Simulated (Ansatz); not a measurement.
InAgTe2 (chalcopyrite)

```cif
data_Ag4In4Te8
_chemical_formula_sum 'Ag4 In4 Te8'
_space_group_name_H-M_alt 'I-42d'
_space_group_IT_number 122
_space_group_name_Hall 'I -4 2bw'
_cell_length_a 6.56878
_cell_length_b 6.56878
_cell_length_c 13.00311
_cell_angle_alpha 90.000
_cell_angle_beta 90.000
_cell_angle_gamma 90.000
loop_
_atom_site_label
_atom_site_type_symbol
_atom_site_symmetry_multiplicity
_atom_site_Wyckoff_symbol
_atom_site_fract_x
_atom_site_fract_y
_atom_site_fract_z
_atom_site_occupancy
Ag1 Ag 4 a 0.00000 0.00000 0.00000 1
In1 In 4 b 0.00000 0.00000 0.50000 1
Te1 Te 8 d 0.25000 0.25559 0.37500 1
```
(The calculation used a cell of 8 atoms; values per cell refer to that cell.)

The volume is varied about the relaxed value V₀ at fixed cell shape. The atoms relax within the cell's symmetry.

Computed with PBE (plane waves to 420 eV, PAW, scalar-relativistic; Ansatz, a program for electronic structure). k mesh 7×7×7 (Γ-centred), Fermi-Dirac smearing 0.05 eV. Energies are smeared free energies. With the shape held, the modulus is that of even scaling; a crystal free to change shape is softer. InAgTe2 was relaxed with its symmetry unable to fall. Spin-orbit coupling is left out, though Te is heavy. ΔE is measured from the relaxed starting cell.

```csv
V (Å³/atom),ΔE (meV/atom)
29.456,145.9
30.391,95.1
31.326,57.2
32.262,30.3
33.197,12.7
34.132,3.0
35.067,0.0
36.002,2.7
36.937,10.3
37.872,22.0
38.807,37.2
39.742,55.3
40.678,75.8
```

Problem. What is the fitted pressure derivative B₀′?

Solution. 5.1.

Problem. What bulk modulus at fixed cell shape B₀ follows from a third-order Birch-Murnaghan fit?

Solution. 36.6 GPa. Check by three points about V = 35.067 Å³/atom, step 0.935: d²E/dV² ≈ (3.0 − 2·0.0 + 2.7) meV / 0.935² = 0.00652 eV/Å⁶, and V·d²E/dV² × 160.2 = 36.6 GPa.

(Under strain, the slope of the energy per volume gives the stress and its curvature an elastic modulus.)
